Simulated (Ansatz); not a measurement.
GeS in space group P4_2/mmc (No. 131; Ge on 2c, S on 2e), the program Ansatz at the PBE level (PAW), all energies at zero smearing, with the estimated change up to a 700 eV cutoff added, with one set of potentials and settings (totals compare only within such a set). Cell of 4 atoms (2 Ge, 2 S): -10393.738 eV.

| element | reference phase | E (eV/atom) |
|---|---|---|
| Ge | Fd-3m, 2 atoms in the cell | -4294.9847 |
| S | Fddd, 32 atoms in the cell | -902.0599 |

Formation energy per atom, worked out: (-10393.738 − 2×(-4294.9847) − 2×(-902.0599))/4 = 0.088 eV/atom (8 kJ per mol of atoms), at 0 K, without zero-point energy or fitted corrections.

The cell is a constructed one: a structure type filled with these elements; neither database checked (COD, Materials Project) lists it. COD files the formula under space group No. 62, so this cell is another polymorph or a model. Its standing as an ambient phase is unchecked. The PBE relaxation kept the symmetry of its start; its stability against distortions is not shown here. The references are the lowest solids computed at this level, not always the standard phases.

Potentials: the later of the program's two PAW sets.
